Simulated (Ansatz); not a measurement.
## Calculated Cl-37 nuclear quadrupole resonance for GaCuCCl4O

Cell: a measured structure from the Crystallography Open Database (COD), ions relaxed with PBE at fixed cell.

Space group P-1 (No. 2); a = 6.8769, b = 7.0155, c = 8.7594 Å, α = 81.00°, β = 69.45°, γ = 85.73°.

```
site  Wyckoff  site symmetry       x       y       z
  Ga       2i              1  0.2076  0.7575  0.7643
  Cu       2i              1  0.0220  0.7355  0.2215
   C       2i              1  0.2827  0.7758  0.2145
 Cl7       2i              1  0.9213  0.7570  0.9892
 Cl9       2i              1  0.7837  0.9554  0.3869
Cl11       2i              1  0.8450  0.4539  0.3826
Cl13       2i              1  0.4876  0.6917  0.8210
   O       2i              1  0.4397  0.8123  0.2181
```

One atom of each set is listed.

All values are calculated (Ansatz; DFT, r2SCAN, plane waves and PAW, scalar-relativistic, 500 eV cutoff, Γ-centred 3×3×3 k-points, Fermi–Dirac smearing 0.02 eV), not measured.

Cl-37: I = 3/2, Q = -63.93 mb (year-2017 value). Static lattice, zero field.

**Question.** Predict the zero-field Cl-37 lines of each site.

**Answer.** For I = 3/2 there is one line, ν = (|C_Q|/2)(1 + η²/3)^½.

```json
{"site": "Cl7", "atoms": "2", "V_zz (10²¹ V/m²)": "15.00", "C_Q (MHz)": "-23.2", "η": "0.66", "line frequencies (MHz)": "12.4"}
{"site": "Cl9", "atoms": "2", "V_zz (10²¹ V/m²)": "16.31", "C_Q (MHz)": "-25.2", "η": "0.64", "line frequencies (MHz)": "13.4"}
{"site": "Cl11", "atoms": "2", "V_zz (10²¹ V/m²)": "16.11", "C_Q (MHz)": "-24.9", "η": "0.62", "line frequencies (MHz)": "13.2"}
{"site": "Cl13", "atoms": "2", "V_zz (10²¹ V/m²)": "20.6", "C_Q (MHz)": "-31.8", "η": "0.05", "line frequencies (MHz)": "15.9"}
```

**Question.** And for ³⁵Cl (I = 3/2, Q = -81.12 mb) on Cl13?

**Answer.** C_Q scales with Q to -40.3 MHz, with lines at 20.2 MHz.

At Cl9 and Cl11 V_zz points along the shorter of its two bonds, to Ga (within 10°) in each case. At Cl13 V_zz points along its bond to Ga (within 2°).

The largest force is 1.0 eV/Å, so the atoms aren't at the calculated equilibrium and relaxing them would move these values. The database entry as given showed forces above 3 eV/Å or a pressure above 30 GPa, though relaxing it moves no atom far.

The run took 82 s of wall time (82 s of CPU time) and 1.7 GiB at its peak, on 1 thread of AMD EPYC 7R32 (Zen 2) (x86_64; 4 cores open to the job, memory cap 3.0 GiB, no GPU), a shared host with a load of 0.4 a core.
